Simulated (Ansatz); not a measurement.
The relaxed structure here is a generated cell of SiRu: the first start was made by a random draw of sites in a space group, and the end was not matched to a known phase here, so it may be hypothetical.

The end point of a relaxation of SiRu. Space group P4₃32 (No. 212). These are r2SCAN (plane waves to 500 eV, PAW, scalar-relativistic; Ansatz, a first-principles code) values and carry that method's errors.

```cif
data_Ru4Si4
_chemical_formula_sum 'Ru4 Si4'
_space_group_name_H-M_alt 'P 1'
_space_group_IT_number 1
_cell_length_a 6.24499
_cell_length_b 6.24499
_cell_length_c 6.24499
_cell_angle_alpha 90.000
_cell_angle_beta 90.000
_cell_angle_gamma 90.000
loop_
_space_group_symop_operation_xyz
  'x, y, z'
loop_
_atom_site_label
_atom_site_type_symbol
_atom_site_fract_x
_atom_site_fract_y
_atom_site_fract_z
_atom_site_occupancy
Ru1 Ru 0.12500 0.12500 0.12500 1
Ru2 Ru 0.37500 0.87500 0.62500 1
Ru3 Ru 0.87500 0.62500 0.37500 1
Ru4 Ru 0.62500 0.37500 0.87500 1
Si1 Si 0.62500 0.62500 0.62500 1
Si2 Si 0.87500 0.37500 0.12500 1
Si3 Si 0.37500 0.12500 0.87500 1
Si4 Si 0.12500 0.87500 0.37500 1
```

For SiRu, the volume per atom comes out as 30.44 Å³. The density is 3.52 g/cm³, the band gap comes out as 0.30 eV, indirect (valence top at 43 % of the way from Γ to R, conduction bottom at 33 % of the way from M to Γ) (no spin-orbit coupling) and the smallest direct gap is 0.38 eV at k = (0, 0.25, 0.375). The shortest distances is Ru–Si 2.21 Å and the k-mesh is 8×8×8.

Band energies at high-symmetry points (eV from the VBM; labels of this space group; no spin-orbit coupling), from −5 eV up to 2.2 eV:

| point | energies |
|---|---|
| Γ | -3.32 -3.32 -3.32 -3.16 -3.16 -3.16 -2.22 -2.22 -1.36 -1.36 -1.36 -1.14 -1.14 -0.85 -0.85 -0.85 -0.63 -0.26 -0.26 -0.26 1.21 1.21 1.21 2.10 2.10 2.10 |
| X | -3.32 -3.32 -3.22 -3.22 -2.71 -2.71 -2.56 -2.56 -1.78 -1.78 -1.33 -1.33 -1.07 -1.07 -0.56 -0.56 -0.23 -0.23 -0.07 -0.07 0.67 0.67 1.25 1.25 1.72 1.72 |
| M | -3.28 -3.28 -2.78 -2.78 -2.77 -2.77 -2.68 -2.68 -2.16 -2.16 -1.05 -1.05 -1.04 -1.04 -0.98 -0.98 -0.36 -0.36 -0.15 -0.15 0.63 0.63 0.90 0.90 |
| R | -2.84 -2.84 -2.84 -2.84 -2.77 -2.77 -2.77 -2.77 -1.67 -1.67 -1.67 -1.67 -1.08 -1.08 -1.08 -1.08 -0.63 -0.63 -0.63 -0.63 0.48 0.48 0.48 0.48 |

No spin polarisation in the result.

The run could not lose the symmetry of its start: the end is stationary, and may be a saddle point rather than a minimum.

All atoms sit on sites fixed by symmetry, so only the cell could relax.
